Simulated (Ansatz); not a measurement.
GaN:
```
GaN
1.0
    3.17486     0.00000     0.00000
   -1.58743     2.74951     0.00000
    0.00000     0.00000     7.52337
Ga N
2 2
Direct
  0.66667   0.33333   0.25000
  0.33333   0.66667   0.75000
  0.00000   0.00000   0.75000
  0.00000   0.00000   0.25000
```

Relaxed with r²SCAN+D4.

Map the electron localisation function on the plane through (0.667, 0.333, 0.250) spanned by u = [1, 1, 0] and v = [1, -1, 0] in lattice vectors, from r²SCAN+D4 in the plane-wave PAW code Ansatz.

x is the fraction of u, y of v (the angle between them is 90°; rows are the nearest grid lines); atoms in the plane: Ga at (0.00, 0.00), Ga at (0.50, 0.50), N at (0.00, 0.33), N at (0.50, 0.83).
```
y \ x   0.000  0.0625  0.188  0.250  0.375  0.438  0.562  0.625  0.750  0.812  0.938   1.00
------  -----  ------  -----  -----  -----  -----  -----  -----  -----  -----  -----  -----
1.00     1.00   0.051  0.128  0.247  0.549  0.631  0.631  0.549  0.247  0.128  0.051   1.00
0.926   0.036   0.042  0.245  0.467  0.823  0.763  0.763  0.823  0.467  0.245  0.042  0.036
0.852   0.227   0.228  0.462  0.753  0.659  0.217  0.217  0.659  0.753  0.462  0.228  0.227
0.778   0.127   0.158  0.523  0.698  0.712  0.544  0.544  0.712  0.698  0.523  0.158  0.127
0.704   0.037   0.054  0.291  0.488  0.746  0.800  0.800  0.746  0.488  0.291  0.054  0.037
0.630   0.039   0.048  0.139  0.192  0.259  0.247  0.247  0.259  0.192  0.139  0.048  0.039
0.556   0.287   0.279  0.200  0.225  0.071  0.031  0.031  0.071  0.225  0.200  0.279  0.287
0.444   0.758   0.783  0.666  0.383  0.068  0.031  0.031  0.068  0.383  0.666  0.783  0.758
0.370   0.167   0.365  0.834  0.717  0.253  0.212  0.212  0.253  0.717  0.834  0.365  0.167
0.296   0.178   0.343  0.769  0.731  0.303  0.176  0.176  0.303  0.731  0.769  0.343  0.178
0.222   0.836   0.828  0.709  0.558  0.167  0.073  0.073  0.167  0.558  0.709  0.828  0.836
0.148   0.351   0.347  0.285  0.228  0.076  0.039  0.039  0.076  0.228  0.285  0.347  0.351
0.0741  0.034   0.041  0.206  0.218  0.173  0.178  0.178  0.173  0.218  0.206  0.041  0.034
0.000    1.00   0.051  0.128  0.247  0.549  0.631  0.631  0.549  0.247  0.128  0.051   1.00
```

The density is the valence pseudo-density with augmentation charge, so density and ELF within about 1 Å of a nucleus are not all-electron values.

Space group P6_3/mmc. The workflow started from a Materials Project entry (that database holds measured and hypothetical structures alike); the Crystallography Open Database copy checked does not list it. It is not the phase usual at ambient conditions (space group No. 186, 216). The r²SCAN+D4 relaxation kept the symmetry of its start; of distortions, only those at the zone centre were tested, and some modes there are weakly imaginary.

Potentials: the later of the program's two PAW sets.
